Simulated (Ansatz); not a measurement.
RuSi (FeSi type, space group P2_13)

```
CELL_PARAMETERS angstrom
      4.73591     0.00000     0.00000
      0.00000     4.73591     0.00000
      0.00000     0.00000     4.73591
ATOMIC_POSITIONS crystal
  Ru 0.12921 0.12921 0.12921
  Ru 0.62921 0.37079 0.87079
  Ru 0.87079 0.62921 0.37079
  Ru 0.37079 0.87079 0.62921
  Si 0.83761 0.83761 0.83761
  Si 0.33761 0.66239 0.16239
  Si 0.16239 0.33761 0.66239
  Si 0.66239 0.16239 0.33761
```

The volume is varied about the relaxed value V₀ at fixed cell shape. The atoms relax within the cell's symmetry.

Calculation: PBE (plane waves to 420 eV, PAW, scalar-relativistic; Ansatz, a quantum-chemistry and plane-wave program). k mesh 10×10×10 (Γ-centred), Fermi-Dirac smearing 0.05 eV. Energies are smeared free energies. Stress and pressure are positive under compression. RuSi is run without spin polarisation. RuSi was relaxed with its symmetry unable to fall. The zero of ΔE is the relaxed starting cell. The last digit holds for this mesh only.

| V (Å³/atom) | ΔE (meV/atom) |
|---|---|
| 11.153 | withheld |
| 11.578 | 187.1 |
| 12.003 | 97.6 |
| 12.428 | 40.3 |
| 12.853 | 9.4 |
| 13.278 | 0.0 |
| 13.703 | 8.2 |
| 14.127 | 30.7 |
| 14.552 | 64.8 |
| 14.977 | 108.3 |
| 15.402 | 159.4 |

### Question
Fit a third-order Birch-Murnaghan form (E₀, V₀, B₀, B₀′ free) to the given rows and predict ΔE at V = 11.153.

### Answer
Least squares on the 10 given rows: ΔE = E₀ + (9V₀B₀/16)·y²·[2 + (B₀′ − 4)y], y = (V₀/V)^(2/3) − 1, with V₀ = 13.278 Å³/atom, B₀ = 205.9 GPa (160.2 GPa = 1 eV/Å³; the term in eV is multiplied by 1000), B₀′ = 5.37, E₀ = 0.06 meV/atom; root-mean-square residual 0.05 meV/atom. At 11.153 the fit gives 316.5 meV/atom; the calculation gives 315.6 meV/atom, so the extrapolation is off by 0.9 (+0.3 %). For the pressure the fit gives 57.4 GPa against the computed 56.9 GPa.

(A scan under strain: stresses follow from slopes of the energy per volume, elastic moduli from its curvatures.)
